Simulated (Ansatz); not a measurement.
Input file for Ansatz (an electronic-structure program):

Ansatz 0.2 input:
```yaml
crystal:
  lattice:
    - [3.2242278965, 0.0, 0.0]
    - [0.0, 3.2242278965, 0.0]
    - [0.0, 0.0, 3.2242278965]
  atoms:
    - { symbol: Zr, position: [0.5, 0.5, 0.5] }
    - { symbol: Cu, position: [0.0, 0.0, 0.0] }
kpoints:
  mp_grid: { grid: [26, 26, 26] }
hamiltonian:
  xc: pbesol
  pseudopotentials: { kind: paw }
scf:
  occupations: { method: fermi_dirac, width: 0.1 }
elastic: { mode: relaxed_ion, stencil: two_point, amplitude: 0.005, f_tol: 0.0005 }
```

Output (shortened):

```
Pseudopotential: Zr, paw, valence charge 12
Pseudopotential: Cu, paw, valence charge 19
Functional definition: PBEsol
Crystal: 2 atoms, lattice volume = 33.518 Å³
Basis set: ecut = 420 eV, 691 PW (Γ), exchange–correlation on 48×48×48 points (8 copies of the dense FFT grid, shifted against one another)
Bands: 20, of which v1, the nominal top of the filled ones, is band 16 counted from 1 (15 counted from 0)
Symmetry: 48 space group operations
Space group: Pm-3m (ITA 221), of the structure as read, at distance tolerance 3.2e-5 Å
k-points: 560 of 17576
SCF iter   1: F=—  HF=-10717.683777 eV  |F-HF|=—  |Δ(HF+E_count)|=         —  Δρ=1.10e-2  dr2=2.36e-2  ethr=1.77e-3  ⟨swp⟩=4.1  Hψ=42708  notcnv=0
preconditioner: auto → none
SCF iter   2: F=—  HF=-10717.680311 eV  |F-HF|=—  |Δ(HF+E_count)|=   3.47e-3  Δρ=1.70e-3  dr2=5.36e-4  ethr=7.62e-5  ⟨swp⟩=2.0  Hψ=18408  notcnv=0
SCF iter   3: F=—  HF=-10717.680226 eV  |F-HF|=—  |Δ(HF+E_count)|=   8.49e-5  Δρ=7.81e-4  dr2=9.91e-5  ethr=1.73e-6  ⟨swp⟩=1.9  Hψ=13273  notcnv=0
SCF iter   4: F=—  HF=-10717.680224 eV  |F-HF|=—  |Δ(HF+E_count)|=   2.00e-6  Δρ=6.63e-5  dr2=4.01e-7  ethr=3.20e-7  ⟨swp⟩=2.1  Hψ=13903  notcnv=0
SCF iter   5: F=—  HF=-10717.680221 eV  |F-HF|=—  |Δ(HF+E_count)|=   3.77e-6  Δρ=8.17e-6  dr2=1.36e-8  ethr=1.29e-9  ⟨swp⟩=2.0  Hψ=17295  notcnv=0
SCF iter   6: F=—  HF=-10717.680221 eV  |F-HF|=—  |Δ(HF+E_count)|=  7.64e-11  Δρ=9.20e-7  dr2=1.59e-10  ethr=4.38e-11  ⟨swp⟩=2.1  Hψ=16810  notcnv=0
SCF iter   7: F=—  HF=-10717.680221 eV  |F-HF|=—  |Δ(HF+E_count)|=  1.27e-11  Δρ=2.64e-7  dr2=1.66e-11  ethr=5.11e-13 (applied; sched 1.00e-12)  ⟨swp⟩=2.0  Hψ=19557  notcnv=0
SCF iter   8: F=-10717.680221 eV  HF=-10717.680221 eV  |F-HF|=1.82e-12  |Δ(HF+E_count)|=  9.09e-12  Δρ=6.78e-9  dr2=5.65e-15  ethr=1.00e-12  ⟨swp⟩=3.3  Hψ=48046  notcnv=0
SCF 1 converged in 8 iterations: F = -10717.680221 eV  dr2 = 5.65e-15
Crystal: 2 atoms, lattice volume = 33.350 Å³
Basis set: ecut = 420 eV, 627 PW (Γ), exchange–correlation on 48×48×48 points (8 copies of the dense FFT grid, shifted against one another)
Symmetry: 16 space group operations
k-points: 1470 of 17576
iter 1 solved again at ethr=7.42e-6 eV; its pass at ethr=3.10e-3 eV (dr2=2.30e-3 eV) is discarded
SCF iter   1: F=—  HF=-10717.679908 eV  |F-HF|=—  |Δ(HF+E_count)|=         —  Δρ=2.86e-3  dr2=2.40e-3  ethr=7.42e-6  ⟨swp⟩=2.4  Hψ=145735  notcnv=0
preconditioner: auto → none
SCF iter   2: F=—  HF=-10717.679579 eV  |F-HF|=—  |Δ(HF+E_count)|=   3.29e-4  Δρ=3.22e-4  dr2=4.97e-5  ethr=7.42e-6  ⟨swp⟩=2.2  Hψ=36639  notcnv=0
SCF iter   3: F=—  HF=-10717.679556 eV  |F-HF|=—  |Δ(HF+E_count)|=   2.33e-5  Δρ=2.74e-4  dr2=2.32e-5  ethr=1.60e-7  ⟨swp⟩=2.0  Hψ=52452  notcnv=0
SCF iter   4: F=—  HF=-10717.679553 eV  |F-HF|=—  |Δ(HF+E_count)|=   2.36e-6  Δρ=3.65e-5  dr2=1.30e-7  ethr=7.48e-8  ⟨swp⟩=2.0  Hψ=36399  notcnv=0
SCF iter   5: F=—  HF=-10717.679553 eV  |F-HF|=—  |Δ(HF+E_count)|=   6.09e-9  Δρ=1.12e-5  dr2=1.56e-8  ethr=4.19e-10  ⟨swp⟩=2.0  Hψ=39334  notcnv=0
SCF iter   6: F=—  HF=-10717.679553 eV  |F-HF|=—  |Δ(HF+E_count)|=   1.71e-8  Δρ=1.00e-6  dr2=2.69e-10  ethr=5.05e-11  ⟨swp⟩=2.4  Hψ=48826  notcnv=0
SCF iter   7: F=—  HF=-10717.679553 eV  |F-HF|=—  |Δ(HF+E_count)|=  1.22e-10  Δρ=1.59e-7  dr2=6.54e-12  ethr=8.69e-13 (applied; sched 1.00e-12)  ⟨swp⟩=2.0  Hψ=45751  notcnv=0
SCF iter   8: F=-10717.679553 eV  HF=-10717.679553 eV  |F-HF|=0.00e0  |Δ(HF+E_count)|=    0.00e0  Δρ=1.74e-8  dr2=4.18e-14  ethr=1.00e-12  ⟨swp⟩=3.3  Hψ=117931  notcnv=0
SCF 2 converged in 8 iterations: F = -10717.679553 eV  dr2 = 4.18e-14
Crystal: 2 atoms, lattice volume = 33.686 Å³
iter 1 solved again at ethr=2.53e-9 eV; its pass at ethr=3.10e-3 eV (dr2=7.83e-7 eV) is discarded
SCF iter   1: F=—  HF=-10717.680098 eV  |F-HF|=—  |Δ(HF+E_count)|=         —  Δρ=2.75e-4  dr2=7.83e-7  ethr=2.53e-9  ⟨swp⟩=2.1  Hψ=141842  notcnv=0
preconditioner: auto → none
SCF iter   2: F=—  HF=-10717.680101 eV  |F-HF|=—  |Δ(HF+E_count)|=   3.54e-6  Δρ=1.37e-4  dr2=1.40e-7  ethr=2.53e-9  ⟨swp⟩=1.0  Hψ=29400  notcnv=0
SCF iter   3: F=—  HF=-10717.680100 eV  |F-HF|=—  |Δ(HF+E_count)|=   7.94e-7  Δρ=2.07e-5  dr2=2.90e-8  ethr=4.52e-10  ⟨swp⟩=2.1  Hψ=37595  notcnv=0
SCF iter   4: F=—  HF=-10717.680100 eV  |F-HF|=—  |Δ(HF+E_count)|=   1.94e-8  Δρ=1.95e-6  dr2=2.01e-10  ethr=9.34e-11  ⟨swp⟩=2.0  Hψ=40615  notcnv=0
SCF iter   5: F=—  HF=-10717.680100 eV  |F-HF|=—  |Δ(HF+E_count)|=  1.96e-10  Δρ=2.02e-7  dr2=6.55e-12  ethr=6.48e-13 (applied; sched 1.00e-12)  ⟨swp⟩=2.0  Hψ=50432  notcnv=0
SCF iter   6: F=—  HF=-10717.680100 eV  |F-HF|=—  |Δ(HF+E_count)|=  1.82e-12  Δρ=4.08e-8  dr2=2.43e-13  ethr=2.11e-14 (applied; sched 1.00e-12)  ⟨swp⟩=2.0  Hψ=41235  notcnv=0
SCF iter   7: F=-10717.680100 eV  HF=-10717.680100 eV  |F-HF|=0.00e0  |Δ(HF+E_count)|=    0.00e0  Δρ=6.92e-9  dr2=1.46e-14  ethr=1.00e-12  ⟨swp⟩=4.0  Hψ=88414  notcnv=0
SCF 3 converged in 7 iterations: F = -10717.680100 eV  dr2 = 1.46e-14
Crystal: 2 atoms, lattice volume = 33.518 Å³
Basis set: ecut = 420 eV, 663 PW (Γ), exchange–correlation on 48×48×48 points (8 copies of the dense FFT grid, shifted against one another)
Symmetry: 8 space group operations
k-points: 2562 of 17576
iter 1 solved again at ethr=6.07e-8 eV; its pass at ethr=3.10e-3 eV (dr2=1.88e-5 eV) is discarded
SCF iter   1: F=—  HF=-10717.680099 eV  |F-HF|=—  |Δ(HF+E_count)|=         —  Δρ=3.07e-4  dr2=1.03e-5  ethr=6.07e-8  ⟨swp⟩=2.9  Hψ=259263  notcnv=0
preconditioner: auto → none
SCF iter   2: F=—  HF=-10717.680103 eV  |F-HF|=—  |Δ(HF+E_count)|=   3.70e-6  Δρ=1.39e-4  dr2=2.22e-6  ethr=3.31e-8  ⟨swp⟩=1.0  Hψ=51240  notcnv=0
SCF iter   3: F=—  HF=-10717.680101 eV  |F-HF|=—  |Δ(HF+E_count)|=   1.71e-6  Δρ=8.77e-6  dr2=1.20e-8  ethr=7.17e-9  ⟨swp⟩=1.1  Hψ=51482  notcnv=0
SCF iter   4: F=—  HF=-10717.680101 eV  |F-HF|=—  |Δ(HF+E_count)|=   2.86e-9  Δρ=6.10e-6  dr2=6.79e-9  ethr=3.87e-11  ⟨swp⟩=2.0  Hψ=91208  notcnv=0
SCF iter   5: F=—  HF=-10717.680101 eV  |F-HF|=—  |Δ(HF+E_count)|=   1.69e-9  Δρ=2.64e-7  dr2=6.68e-12  ethr=2.19e-11  ⟨swp⟩=2.0  Hψ=66384  notcnv=0
SCF iter   6: F=—  HF=-10717.680101 eV  |F-HF|=—  |Δ(HF+E_count)|=  7.28e-12  Δρ=7.97e-8  dr2=6.62e-13  ethr=2.15e-14 (applied; sched 1.00e-12)  ⟨swp⟩=2.0  Hψ=88943  notcnv=0
SCF iter   7: F=-10717.680101 eV  HF=-10717.680101 eV  |F-HF|=1.82e-12  |Δ(HF+E_count)|=    0.00e0  Δρ=1.57e-8  dr2=6.96e-14  ethr=1.00e-12  ⟨swp⟩=4.0  Hψ=175362  notcnv=0
SCF 4 converged in 7 iterations: F = -10717.680101 eV  dr2 = 6.96e-14
Crystal: 2 atoms, lattice volume = 33.518 Å³
iter 1 solved again at ethr=7.26e-10 eV; its pass at ethr=3.10e-3 eV (dr2=2.25e-7 eV) is discarded
SCF iter   1: F=—  HF=-10717.680097 eV  |F-HF|=—  |Δ(HF+E_count)|=         —  Δρ=1.60e-4  dr2=2.27e-7  ethr=7.26e-10  ⟨swp⟩=2.0  Hψ=243828  notcnv=0
preconditioner: auto → none
SCF iter   2: F=—  HF=-10717.680101 eV  |F-HF|=—  |Δ(HF+E_count)|=   3.79e-6  Δρ=7.96e-5  dr2=4.49e-8  ethr=7.26e-10  ⟨swp⟩=1.0  Hψ=51240  notcnv=0
SCF iter   3: F=—  HF=-10717.680101 eV  |F-HF|=—  |Δ(HF+E_count)|=   3.69e-7  Δρ=1.23e-5  dr2=1.13e-8  ethr=1.45e-10  ⟨swp⟩=2.1  Hψ=65121  notcnv=0
SCF iter   4: F=—  HF=-10717.680101 eV  |F-HF|=—  |Δ(HF+E_count)|=   8.20e-9  Δρ=4.56e-7  dr2=1.62e-11  ethr=3.63e-11  ⟨swp⟩=2.0  Hψ=68967  notcnv=0
SCF iter   5: F=—  HF=-10717.680101 eV  |F-HF|=—  |Δ(HF+E_count)|=  2.55e-11  Δρ=8.54e-8  dr2=5.24e-13  ethr=5.22e-14 (applied; sched 1.00e-12)  ⟨swp⟩=2.0  Hψ=90422  notcnv=0
SCF iter   6: F=-10717.680101 eV  HF=-10717.680101 eV  |F-HF|=1.82e-12  |Δ(HF+E_count)|=  1.82e-12  Δρ=2.21e-8  dr2=5.89e-14  ethr=1.00e-12  ⟨swp⟩=4.0  Hψ=174245  notcnv=0
SCF 5 converged in 6 iterations: F = -10717.680101 eV  dr2 = 5.89e-14
SCF converged after 8 iterations
Free energy (F): -10717.680221 eV
Harris-Foulkes:  -10717.680221 eV  (|F-HF|=1.82e-12)
Internal energy: -10717.598682 eV  (E = F + TS)
E sigma→0 (E₀):  -10717.639451 eV
Entropy (-TS):   -0.081539 eV (-40.769 meV/atom)
Fermi energy:    15.632017 eV
--- Per-component energies (eV) ---
  E_band       = -464.287620
  E_kinetic    = 634.198046
  E_local      = -5326.853824  (includes V_loc(G=0)·N_el)
  E_nonlocal   = 468.290065
  E_hartree    = 2295.325308
  E_xc         = -250.398965
  E_vxc        = -306.935468  (∫ρ·V_xc dr)
  E_paw        = -4522.372776  (= ΣΔE_a)
  E_vpaw       = -523.637325  (= ΣTr[D̂ρ^β])
  E_aug_tail   = 0.000269  (compensation charges beyond the density's cutoff)
  E_ewald      = -4016.158727
  E_core_change = 0.371923  (= ΣΔE_core)
  E_smearing   = -0.081539  (= −TS)
  E_closure    =  0.000000  (closes the sum)
  Σ components = -10717.680221   (vs F -10717.680221, Δ=0.00e0)
  [band-id]    e_kinetic+e_local+e_nonlocal+2·e_hartree+e_vxc+e_vpaw+e_augmentation_tail = -464.287622   (vs E_band -464.287620, Δ=-2.39e-6)
--- Forces (eV/Å), atoms counted from 1 ---
  atom   1  Zr     0.00000000     0.00000000     0.00000000
  atom   2  Cu     0.00000000     0.00000000     0.00000000
  max |Σ_I F_I| component: 0.0 eV/Å
--- Stress (GPa, compression-positive) ---
        0.259404       0.000000       0.000000
        0.000000       0.259404       0.000000
        0.000000       0.000000       0.259404
  P = ⅓ Tr σ = 0.2594 GPa (2.594 kbar)
--- Band table (eV; the first three rows and the last of 560) ---
  k-point 0: bands = ["-97.0673", "-54.5763", "-54.5763", "-54.5763", "-33.0140", "-10.8476", "-10.8476", "-10.8476", "8.2599", "11.3679", "11.3679", "12.5295", "12.5295", "12.5295", "15.5403", "15.5403", "19.7529", "19.7529", "19.7529", "22.6212"]
  k-point 1: bands = ["-97.0673", "-54.5763", "-54.5762", "-54.5762", "-33.0133", "-10.8557", "-10.8469", "-10.8469", "8.2886", "11.3766", "11.3802", "12.5285", "12.5285", "12.5315", "15.5339", "15.5477", "19.6516", "19.6516", "19.7509", "22.5194"]
  k-point 2: bands = ["-97.0673", "-54.5764", "-54.5762", "-54.5762", "-33.0113", "-10.8796", "-10.8450", "-10.8450", "8.3738", "11.4022", "11.4159", "12.5257", "12.5257", "12.5374", "15.5146", "15.5675", "19.3908", "19.3908", "19.7451", "22.2418"]
  k-point 559: bands = ["-97.0670", "-54.5786", "-54.5786", "-54.5786", "-32.8791", "-11.2355", "-11.2355", "-11.2355", "12.2166", "12.2166", "12.2166", "12.9980", "12.9980", "13.0984", "13.0984", "13.0984", "18.2682", "21.1966", "21.1966", "22.9397"]
--- Elastic constants: 2 strain directions × 2 members + reference (group order 48) ---
  dense FFT box of the reference and of every strained cell: 24×24×24
  strains applied: 11, 23; error gains: componentwise 1.00 (the most a stress slope's error grows in a printed constant), spectral 1.73 (1 for all six strains …
  C = ∂σ_k/∂η_j (tension-positive GPa; Voigt order 11 22 33 23 13 12):
       150.652    121.798    121.798      0.000      0.000      0.000
       121.798    150.652    121.798      0.000      0.000      0.000
       121.798    121.798    150.652      0.000      0.000      0.000
         0.000      0.000      0.000     45.690      0.000      0.000
         0.000      0.000      0.000      0.000     45.690      0.000
         0.000      0.000      0.000      0.000      0.000     45.690
  reference stress σ⁰ (GPa):     -0.259     -0.259     -0.259      0.000      0.000      0.000
  C* (energy form; C + prestress term) asymmetry max|C*_kj − C*_jk| = 7.105e-14 GPa — a small one proves nothing (zero by symmetry where the batch's group is …
  moduli (Voigt/Reuss/Hill, GPa): K = 131.42/131.42/131.42   G = 33.18/24.48/28.83   E = 80.60   ν = 0.398
  mechanically stable: yes (min eigenvalue of sym C = 28.85 GPa)
  where every solve meets its electron count the energy-path curvature estimates C_jj along a normal strain and C_jj − ¼(σ⁰_aa + σ⁰_bb) along a shear (ab), of …
  strain η (Voigt 11):  stress-route row diagonal C_11 = 150.65 GPa, energy-path curvature d²(F+E_count+ΔE)/dδ²/Ω₀ = 150.59 GPa
         δ    σ_11 (GPa)             F (eV)   n_scf  n_hpsi   n_pw
    -5.000e-3      -1.0200      -10717.6795534       8  548231    672   relax 0 steps, max|allowed force component| 0.0 eV/Å
     5.000e-3       0.4865      -10717.6801003       7  454753    691   relax 0 steps, max|allowed force component| 0.0 eV/Å
  strain η (Voigt 23):  stress-route row diagonal C_44 = 45.69 GPa, energy-path curvature d²(F+E_count+ΔE)/dδ²/Ω₀ = 45.76 GPa
         δ    σ_23 (GPa)             F (eV)   n_scf  n_hpsi   n_pw
    -5.000e-3      -0.2285      -10717.6801008       7  827830    673   relax 0 steps, max|allowed force component| 0.0 eV/Å
     5.000e-3       0.2285      -10717.6801008       6  737765    673   relax 0 steps, max|allowed force component| 0.0 eV/Å
```

Cost: about 8 core-minutes (a rough figure) on shared cores.

The workflow started from a Materials Project entry (that database holds measured and hypothetical structures alike); the Crystallography Open Database copy checked does not list it. Whether it is the stable phase at ambient conditions was not checked. Symmetry was held in the PBEsol relaxation; whether a distortion lowers the energy is not shown. The run is not spin-polarised. As this level gives no gap, shear constants depend on the k-mesh and smearing (Fermi–Dirac, 0.1 eV here). Scalar-relativistic: spin–orbit coupling is off unless named, which matters more the heavier the elements.

Potentials: the later of the program's two PAW sets.

Ansatz is a plane-wave DFT program.
